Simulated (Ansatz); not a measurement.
K₂Se:
```cif
data_K8Se4
_chemical_formula_sum 'K8 Se4'
_space_group_name_H-M_alt 'Fm-3m'
_space_group_IT_number 225
_space_group_name_Hall '-F 4 2 3'
_cell_length_a 7.61112
_cell_length_b 7.61112
_cell_length_c 7.61112
_cell_angle_alpha 90.000
_cell_angle_beta 90.000
_cell_angle_gamma 90.000
loop_
_atom_site_label
_atom_site_type_symbol
_atom_site_symmetry_multiplicity
_atom_site_Wyckoff_symbol
_atom_site_fract_x
_atom_site_fract_y
_atom_site_fract_z
_atom_site_occupancy
K1 K 8 c 0.25000 0.25000 0.25000 1
Se1 Se 4 a 0.00000 0.00000 0.00000 1
```
(The calculation used a cell of 3 atoms; values per cell refer to that cell.)

Relaxed with PBEsol. Plane-wave PAW PBEsol (Ansatz code) gives a gap of 2.11 eV.

Task: What gap does HSE06 give on the same cell (Ansatz, PAW)?

Result: 3.08 eV, 0.97 eV more. The hybrid was solved on a coarser mesh and at special points; the gap given is the minimum over both.

| k | v1 PBEsol | c1 PBEsol | v1 HSE06 | c1 HSE06 |
|---|---|---|---|---|
| Γ | -0.16 | 2.11 | -0.14 | 3.08 |
| X | 0.00 | 3.29 | ___ | ___ |
| L | -0.04 | 4.55 | ___ | ___ |
| W | -0.02 | 3.53 | ___ | ___ |
| K | -0.01 | 3.55 | ___ | ___ |

Task: Top valence (v1) and lowest conduction level (c1) in eV from each method's valence maximum (which need not be a listed point): supply the withheld HSE06 values.

Result: 
- K, v1 HSE06: 0.00
- K, c1 HSE06: 4.51
- W, v1 HSE06: -0.02
- W, c1 HSE06: 4.51
- X, v1 HSE06: 0.00
- X, c1 HSE06: 4.24
- L, v1 HSE06: -0.03
- L, c1 HSE06: 5.60

Cost on shared cores: the PBEsol run (SCF on a 6×6×6 mesh, then bands and DOS) roughly 18 core-seconds, the HSE06 run (SCF on 5×5×5, then a few points) roughly 2.7 core-minutes; the tasks are unlike.

The first step of the workflow began from a Materials Project structure, measured or hypothetical; the Crystallography Open Database files this formula in space group No. 225, but the cells were not matched. Whether it is the stable phase at ambient conditions was not checked. Symmetry was held in the PBEsol relaxation; its stability against distortions is not shown here. Scalar-relativistic: spin–orbit coupling is off unless named, which matters more the heavier the elements.

Potentials: the later of the program's two PAW sets.
